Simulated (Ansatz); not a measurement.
ZrO$_{2}$ (tetragonal-ZrO2 type, space group P4_2/nmc)

```xyz
6
Lattice="3.5845 0.0000 0.0000 0.0000 3.5845 0.0000 0.0000 0.0000 5.1787" Properties=species:S:1:pos:R:3 pbc="T T T"
Zr     0.0000     0.0000     0.0000
Zr     1.7922     1.7922     2.5894
O      0.0000     1.7922     1.0417
O      0.0000     1.7922     3.6311
O      1.7922     0.0000     1.5476
O      1.7922     0.0000     4.1370
```

The slice is a (010) plane (indices of the conventional cell) through the point (0.000, 0.000, 0.000) (fractional), spanned by u = [100] and v = [001] in vectors of this cell: u (3.58 Å) and v (5.18 Å, at 90° to u). It covers one period; positions are fractions (u, v).

Computed with PBEsol (plane waves to 420 eV, PAW, scalar-relativistic; Ansatz, an electronic-structure program). k mesh 9×9×7. Near the nuclei the fields are pseudised (PAW); where an atom keeps semicore shells as valence, they peak there. The PAW data are Ansatz's earlier set. This is a high-temperature form of ZrO2. ZrO2 is run without spin polarisation. ZrO2 was relaxed with its symmetry unable to fall.

Three fields on this plane, each scaled to ten steps between its own extremes (0 low, 9 high; the total valence density on a logarithmic scale, the potential cut 8 eV below its top; x marks points blanked near nuclei; v = 0 in the bottom row):

Map A
```
|xxxxx1100xx0011xxxx|
|xxxxx10xxxxxx01xxxx|
|xxxx00xxxxxxxx00xxx|
|xxx200xxxxxxxx002xx|
|98521xxxxxxxxxx1258|
|65320xxxxxxxxxx0235|
|33210xxxxxxxxxx0123|
|111000xxxxxxxx00011|
|1000000xxxxxx000000|
|00000000xxxx0000000|
|0000000000000000000|
|0000000000000000000|
|0000000000000000000|
|0000000000000000000|
|000000000xx00000000|
|0000000xxxxxx000000|
|000000xxxxxxxx00000|
|000000xxxxxxxx00000|
|10000xxxxxxxxxx0000|
|11100xxxxxxxxxx0011|
|33210xxxxxxxxxx0123|
|653100xxxxxxxx00135|
|9852100xxxxxx001258|
|xxx20000xxxx00002xx|
|xxxx000000000000xxx|
|xxxxx1000000001xxxx|
|xxxxx2100000012xxxx|
|xxxxx2100000012xxxx|
```

Map B
```
|xxxxx2357xx7532xxxx|
|xxxxx36xxxxxx63xxxx|
|xxxx24xxxxxxxx42xxx|
|xxx125xxxxxxxx521xx|
|00002xxxxxxxxxx2000|
|00001xxxxxxxxxx1000|
|00001xxxxxxxxxx1000|
|000003xxxxxxxx30000|
|0000025xxxxxx520000|
|00000136xxxx6310000|
|0000001245542100000|
|0000000111111000000|
|0000000011110000000|
|0000011233332110000|
|000012358xx85321000|
|0000247xxxxxx742000|
|000136xxxxxxxx63100|
|000138xxxxxxxx83100|
|00014xxxxxxxxxx4100|
|00014xxxxxxxxxx4100|
|00014xxxxxxxxxx4100|
|000137xxxxxxxx73100|
|0001259xxxxxx952100|
|xxx12358xxxx85321xx|
|xxxx112345543211xxx|
|xxxxx0111111110xxxx|
|xxxxx0001111000xxxx|
|xxxxx0122332210xxxx|
```

Map C
```
|xxxxx0025xx5200xxxx|
|xxxxx00xxxxxx00xxxx|
|xxxx00xxxxxxxx00xxx|
|xxx000xxxxxxxx000xx|
|00000xxxxxxxxxx0000|
|00002xxxxxxxxxx2000|
|11245xxxxxxxxxx5421|
|556677xxxxxxxx77665|
|7778887xxxxxx788877|
|88999987xxxx7899998|
|9999999887788999999|
|9999999888888999999|
|9999998888888899999|
|9999998887788899999|
|999999877xx77899999|
|9999997xxxxxx799999|
|999998xxxxxxxx89999|
|889998xxxxxxxx89998|
|77888xxxxxxxxxx8887|
|55677xxxxxxxxxx7765|
|11245xxxxxxxxxx5421|
|000034xxxxxxxx43000|
|0000024xxxxxx420000|
|xxx00035xxxx53000xx|
|xxxx001567765100xxx|
|xxxxx0047887400xxxx|
|xxxxx0036886300xxxx|
|xxxxx0036776300xxxx|
```

### Question
Assign the maps to these fields: density of the lowest conduction band (whole band as if filled, smooth part); density of the highest valence band (whole band, smooth part); electrostatic potential energy of an electron, from the cell's mean.

### Answer
A is the density of the lowest conduction band (whole band as if filled, smooth part); B is the density of the highest valence band (whole band, smooth part); C is the electrostatic potential energy of an electron, from the cell's mean.
